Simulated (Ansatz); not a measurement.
Ansatz (a quantum-chemistry and plane-wave program) input:

Ansatz 0.2 input:
```yaml
crystal:
  lattice:
    - [2.1461266659, -5.2119933259, 0.0]
    - [2.1461266659, 5.2119933259, 0.0]
    - [0.0, 0.0, 30.0]
  periodic: [true, true, false]
  atoms:
    - { symbol: Cu, position: [0.0, 0.5, 0.5241237477] }
    - { symbol: S, position: [0.5, 0.5, 0.5] }
    - { symbol: O, position: [0.7719311992, 0.6134878187, 0.5294194854] }
    - { symbol: O, position: [0.2280688008, 0.3865121813, 0.5294194854] }
    - { symbol: O, position: [0.6134878187, 0.7719311992, 0.4705805146] }
    - { symbol: O, position: [0.3865121813, 0.2280688008, 0.4705805146] }
    - { symbol: Cu, position: [0.5, 0.0, 0.4758762523] }
kpoints:
  mp_grid: { grid: [8, 8, 1] }
hamiltonian:
  xc: r2scan
  dispersion: d4
  pseudopotentials: { kind: paw }
scf:
  occupations: { method: gaussian, width: 0.005 }
relax:
  f_tol: 0.005
  max_steps: 150
output:
  eigenvalues: true
  stress: true
  write_potential: true
  volumetric_format: []
```

Output (shortened):

```
WARN output.stress: scf.convergence.dr2_threshold = 2.5e-8 eV (the default of a walk held to its f_tol) is looser than the 7e-10 eV advised for a printed …
Pseudopotential: Cu, paw, valence charge 19
Pseudopotential: S, paw, valence charge 6
Pseudopotential: O, paw, valence charge 6
Functional definition: r2SCAN
Crystal: 7 atoms, lattice volume = 671.136 Å³
Basis set: ecut = 500 eV, 17025 PW (Γ), exchange–correlation on 180×180×900 points (64 copies of the dense FFT grid, shifted against one another)
Bands: 41, of which v1, the nominal top of the filled ones, is band 34 counted from 1 (33 counted from 0)
Symmetry: 4 space group operations
Space group: C222 (ITA 21), of the structure as read, at distance tolerance 8.8e-5 Å
k-points: 21 of 64
SCF 1 converged in 8 iterations: F = -16438.720352 eV  dr2 = 6.48e-8
  Residual-converged pass: ⟨swp⟩=1.0  Hψ=945  notcnv=0  max |occ|·‖R‖ = 6.9e-9 eV (tolerance 1.0e-8 eV)  dr2=6.48e-8  dr2_τ=8.49e-9  dr2_onsite=5.47e-9  max |Δocc| = 0.0e0
relax step   1: F+E_penalty+E_count = -16438.72035175 eV  Δ(F+E_penalty+E_count) = +0.000e0 eV  max|allowed force component| = 5.599e-1 eV/Å  Δτ_max = 0.0000 Å  (8 SCF iters, dr2 threshold 6.25e-7 eV, accepted)
Crystal: 7 atoms, lattice volume = 671.136 Å³
SCF 2 converged in 5 iterations: F = -16438.739582 eV  dr2 = 2.63e-6
relax step   2: F+E_penalty+E_count = -16438.73958183 eV  Δ(F+E_penalty+E_count) = -1.923e-2 eV  max|allowed force component| = 3.650e-1 eV/Å  Δτ_max = 0.0102 Å  (5 SCF iters, dr2 threshold 1.96e-5 eV, accepted)
Crystal: 7 atoms, lattice volume = 671.136 Å³
SCF 3 converged in 6 iterations: F = -16438.756412 eV  dr2 = 3.71e-6
relax step   3: F+E_penalty+E_count = -16438.75641155 eV  Δ(F+E_penalty+E_count) = -1.683e-2 eV  max|allowed force component| = 9.933e-2 eV/Å  Δτ_max = 0.0229 Å  (6 SCF iters, dr2 threshold 8.32e-6 eV, accepted)
Crystal: 7 atoms, lattice volume = 671.136 Å³
SCF 4 converged in 6 iterations: F = -16438.757468 eV  dr2 = 5.12e-7
  Residual-converged pass: ⟨swp⟩=1.0  Hψ=946  notcnv=0  max |occ|·‖R‖ = 7.0e-9 eV (tolerance 1.0e-8 eV)  dr2=5.12e-7  dr2_τ=3.71e-8  dr2_onsite=1.67e-7  max |Δocc| = 0.0e0
relax step   4: F+E_penalty+E_count = -16438.75746755 eV  Δ(F+E_penalty+E_count) = -1.056e-3 eV  max|allowed force component| = 1.121e-2 eV/Å  Δτ_max = 0.0065 Å  (6 SCF iters, dr2 threshold 7.31e-7 eV, accepted)
Crystal: 7 atoms, lattice volume = 671.136 Å³
SCF 5 converged in 7 iterations: F = -16438.757508 eV  dr2 = 1.41e-9
relax step   5: F+E_penalty+E_count = -16438.75750751 eV  Δ(F+E_penalty+E_count) = -3.997e-5 eV  max|allowed force component| = 1.106e-3 eV/Å  Δτ_max = 0.0027 Å  (7 SCF iters, accepted)
Crystal: 7 atoms, lattice volume = 671.136 Å³
SCF 6 converged in 2 iterations: F = -16438.757508 eV  dr2 = 4.34e-10
WARN: The output density's exchange-correlation potential varies sharply where the density is thin …
SCF converged after 2 iterations
Free energy (F): -16438.757508 eV
Harris-Foulkes:  -16438.757508 eV  (|F-HF|=3.97e-10)
Internal energy: -16438.757508 eV  (E = F + TS)
E sigma→0 (E₀):  -16438.757508 eV
Fermi energy:    -4.041494 eV
--- Per-component energies (eV) ---
  E_band       = -2055.030911
  E_kinetic    = 1428.311921
  E_local      = -134710.698813  (includes V_loc(G=0)·N_el)
  E_nonlocal   = 1026.141987
  E_hartree    = 66039.120663
  E_xc         = -548.222716
  E_vxc        = -762.812568  (∫ρ·V_xc dr)
  E_paw        = -4623.070795  (= ΣΔE_a)
  E_vpaw       = -1165.384106  (= ΣTr[D̂ρ^β])
  E_aug_tail   = 0.004348  (compensation charges beyond the density's cutoff)
  E_vtau       = 51.162821  (kinetic-family band-sum trace: ∫τ·v_τ [+ j·A + Jᵃ·Aᵃ] dr)
  E_ewald      = 54950.796414
  E_disp       = -0.300770  (pairwise vdW)
  E_core_change = -0.839746  (= ΣΔE_core)
  E_smearing   =  0.000000  (= −TS)
  E_closure    = 0.000000  (closes the sum)
  Σ components = -16438.757508   (vs F -16438.757508, Δ=0.00e0)
--- Forces (eV/Å), atoms counted from 1 ---
  atom   1  Cu     0.00000000     0.00000000     0.00057376
  atom   2  S      0.00000000     0.00000000     0.00000000
  atom   3  O      0.00039044     0.00017682    -0.00110659
  atom   4  O     -0.00039044    -0.00017682    -0.00110659
  atom   5  O      0.00039044    -0.00017682     0.00110659
  atom   6  O     -0.00039044     0.00017682     0.00110659
  atom   7  Cu     0.00000000     0.00000000    -0.00057376
  max |Σ_I F_I| component: 0.00e0 eV/Å
--- 2D stress c σ (N/m, compression-positive) ---
        0.568997       0.000000       0.000000
        0.000000       3.726789       0.000000
        0.000000       0.000000       0.000000
  P = ½ c Tr σ = 2.1479 N/m
--- Band table (eV; the first three rows and the last of 21) ---
  k-point 0: bands = ["-120.6657", "-120.6625", "-76.6777", "-76.6736", "-76.4783", "-76.4518", "-76.4404", "-76.4287", "-32.0131", "-27.9659", "-27.6938", "-27.6102", "-17.6689", "-15.1846", "-14.4529", "-13.8916", "-12.0198", "-11.3167", "-11.1435", …
  k-point 1: bands = ["-120.6656", "-120.6627", "-76.6775", "-76.6737", "-76.4777", "-76.4540", "-76.4388", "-76.4288", "-32.0018", "-27.9600", "-27.7011", "-27.6347", "-17.6168", "-15.1845", "-14.4745", "-13.9328", "-11.9726", "-11.2995", "-11.2156", …
  k-point 2: bands = ["-120.6652", "-120.6630", "-76.6771", "-76.6742", "-76.4757", "-76.4586", "-76.4358", "-76.4292", "-31.9740", "-27.9441", "-27.7345", "-27.6798", "-17.4902", "-15.1639", "-14.5469", "-14.0286", "-11.8697", "-11.3911", "-11.2063", …
  k-point 20: bands = ["-120.6657", "-120.6625", "-76.6777", "-76.6736", "-76.4783", "-76.4518", "-76.4404", "-76.4287", "-31.9692", "-27.8753", "-27.8270", "-27.7107", "-17.1194", "-14.9818", "-14.4616", "-14.0808", "-12.3166", "-11.3676", "-11.2595", …
  ° read free of the cell's end (the report's vacuum.weakly_bound_levels)
--- Relaxed structure (5 steps of the walk, 5 accepted, 0 SCFs on fresh bases) ---
  F+E_penalty+E_count = -16438.75750751 eV   max|allowed force component| = 1.106e-3 eV/Å
  cell:  # Å, volume = 671.1359 Å³
    - [2.1461266659, -5.2119933259, 0.0]
    - [2.1461266659, 5.2119933259, 0.0]
    - [0.0, 0.0, 30.0]
  atoms:
    - { symbol: Cu, position: [0.0, 0.5, 0.5251379554479529] }
    - { symbol: S, position: [0.5, 0.5, 0.5] }
    - { symbol: O, position: [0.7759310477192455, 0.6194982100874221, 0.5298802084373377] }
    - { symbol: O, position: [0.22406895228075435, 0.3805017899125777, 0.5298802084373377] }
    - { symbol: O, position: [0.6194982100874221, 0.7759310477192455, 0.4701197915626622] }
    - { symbol: O, position: [0.3805017899125777, 0.22406895228075435, 0.4701197915626622] }
    - { symbol: Cu, position: [0.5, 0.0, 0.4748620445520471] }
```

Cost: about 10 core-minutes (a rough figure) on shared cores.

This run is a variant of the relaxed cell: strain -2 % along x, -2 % along y, atoms relaxed.

The layer was cut from a bulk entry of the Materials Project (measured or hypothetical); whether that bulk phase is the ambient one, and whether the layer has been isolated, was not checked. The strained cell keeps its size and symmetry.

Potentials: the later of the program's two PAW sets.

Ansatz is a plane-wave DFT program.
